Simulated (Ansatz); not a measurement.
Relaxed-ion elastic tensor of SiC (zinc blende, F-43m) in GPa (Voigt order), r²SCAN in the plane-wave PAW code Ansatz; density 3.22 g/cm³, 10.34 Å³ per atom.

```tsv
	1	2	3	4	5	6
1	414	134	134	0.0	0.0	0.0
2	134	414	134	0.0	0.0	0.0
3	134	134	414	0.0	0.0	0.0
4	0.0	0.0	0.0	261	0.0	0.0
5	0.0	0.0	0.0	0.0	261	0.0
6	0.0	0.0	0.0	0.0	0.0	261
```

**Question.** Is the crystal mechanically stable?

**Answer.** Yes: the smallest eigenvalue of C is 261 GPa.

**Question.** Work out the Voigt, Reuss and Hill averages.

**Answer.** K_V = 228, K_R = 228, K_H = 228; G_V = 213, G_R = 194, G_H = 203 GPa.

**Question.** Give Young's modulus, Poisson's ratio, Pugh's ratio and the universal anisotropy index.

**Answer.** E = 9KG/(3K + G) = 470 GPa; ν = 0.16; K/G = 1.12 (brittle by the Pugh limit of 1.75); A_U = 5G_V/G_R + K_V/K_R − 6 = 0.48.

**Question.** Estimate the sound speeds and the Debye temperature.

**Answer.** v_l = √((K + 4G/3)/ρ) = 12400 m/s, v_t = √(G/ρ) = 7940 m/s, mean 8730 m/s; Θ = (h/k)(3n/4πV)^(1/3) v_m = 1190 K.

**Question.** Give the Zener ratio and Young's modulus along [100], [110] and [111].

**Answer.** A = 2C44/(C11 − C12) = 1.87; 1/E = S11 − 2(S11 − S12 − S44/2)Γ with Γ = 0, 1/4, 1/3 gives 348, 490, 567 GPa.

Symmetry was held in the r²SCAN relaxation; phonons on a q-mesh show no instability.

Potentials: the earlier of the program's two PAW sets.
